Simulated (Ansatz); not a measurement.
SiO2:
```
CELL_PARAMETERS angstrom
      4.92009     0.00000     0.00000
     -2.46005     4.26093     0.00000
      0.00000     0.00000     5.41601
ATOMIC_POSITIONS crystal
  Si 0.00000 0.46888 0.33333
  Si 0.53112 0.53112 0.00000
  Si 0.46888 0.00000 0.66667
  O  0.14394 0.73082 0.54889
  O  0.26918 0.41312 0.21556
  O  0.58688 0.85606 0.88222
  O  0.73082 0.14394 0.45111
  O  0.41312 0.26918 0.78444
  O  0.85606 0.58688 0.11778
```

Relaxed with DFT-r²SCAN in the program Ansatz with PAW potentials. Indices refer to the conventional cell of P3_221, a = 4.920 Å, b = 4.920 Å, c = 5.416 Å, α = 90.00°, β = 90.00°, γ = 120.00°.

**Question.** Simulate the powder diffraction pattern (Cu Kα, λ = 1.54184 Å; lines above 1 %) up to 2θ = 90°.

**Answer.** Simulated powder pattern, Cu Kα, λ = 1.54184 Å (kinematic, ideal powder, no thermal factors, no anomalous dispersion; the 30 strongest lines at most, above 1 %, up to 2θ = 90°):

```tsv
2θ (°)	d (Å)	I/Imax (%)	hkl
20.85	4.261	20	(1 0 -1 0)
26.62	3.349	100	(0 1 -1 1)+(1 0 -1 1)
36.53	2.460	7.8	(1 1 -2 0)
39.43	2.285	7.8	(1 0 -1 2)+(0 1 -1 2)
40.26	2.240	3.5	(1 1 -2 1)
42.43	2.130	5.5	(2 0 -2 0)
45.77	1.983	3.4	(2 0 -2 1)+(0 2 -2 1)
50.10	1.821	13	(1 1 -2 2)
54.83	1.674	4.5	(0 2 -2 2)+(2 0 -2 2)
55.26	1.662	1.9	(0 1 -1 3)+(1 0 -1 3)
59.92	1.544	10	(1 2 -3 1)+(2 1 -3 1)
63.97	1.455	2.1	(1 1 -2 3)
67.69	1.384	6.6	(1 2 -3 2)+(2 1 -3 2)
68.07	1.377	7.7	(2 0 -2 3)+(0 2 -2 3)
68.27	1.374	5.1	(0 3 -3 1)+(3 0 -3 1)
73.37	1.290	2.8	(1 0 -1 4)+(0 1 -1 4)
75.60	1.258	3.4	(3 0 -3 2)+(0 3 -3 2)
77.62	1.230	1.7	(2 2 -4 0)
79.80	1.202	3.8	(2 1 -3 3)+(1 2 -3 3)
79.99	1.199	1.1	(2 2 -4 1)
81.07	1.186	3.0	(1 1 -2 4)
81.44	1.182	3.6	(3 1 -4 0)
83.78	1.155	2.1	(1 3 -4 1)+(3 1 -4 1)
```

The cell was relaxed with r²SCAN under the symmetry of its start; phonons on a q-mesh show no instability.

Potentials: the earlier of the program's two PAW sets.
